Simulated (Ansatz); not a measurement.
BeNi:
```yaml
crystal:
  lattice:
    - [2.58328, 0.00000, 0.00000]
    - [0.00000, 2.58328, 0.00000]
    - [0.00000, 0.00000, 2.58328]
  atoms:
    - { symbol: Be, position: [0.00000, 0.00000, 0.00000] }
    - { symbol: Ni, position: [0.50000, 0.50000, 0.50000] }
```

Relaxed with PBEsol. Special points in fractions of this cell's reciprocal vectors: Γ (0.000, 0.000, 0.000); X (0.000, 0.500, 0.000); M (0.500, 0.500, 0.000); R (0.500, 0.500, 0.500).

Q: List the band energies nearest the Fermi level at these points for PBEsol in the plane-wave PAW code Ansatz.

A: In eV from the Fermi level; about four levels below and three above (degenerate sets whole), none deeper than 8.9 eV; points with the same levels are listed once.

```csv
k,below,above
Γ,-3.71 -3.71 -1.34 -1.34 -1.34,6.97 6.97 6.97
X,-3.27 -2.40 -2.40 -1.25,0.00 11.73 11.73
M,-2.20 -2.20 -2.00 -2.00 -0.75,4.95 6.04 12.06
R,-4.75 -4.75 -4.75 -0.70 -0.70,5.67 5.67 5.67
```

Space group Pm-3m (CsCl type). The first step of the workflow began from a Materials Project structure, measured or hypothetical; the Crystallography Open Database copy checked does not list it. With Be and Ni taken as one species the cell has the higher symmetry Im-3m, so it may be an ordered model of a mixed-site phase. Its standing as an ambient phase is unchecked. The cell was relaxed with PBEsol under the symmetry of its start; of distortions, only those at the zone centre were tested. The run is not spin-polarised.

Potentials: the later of the program's two PAW sets.
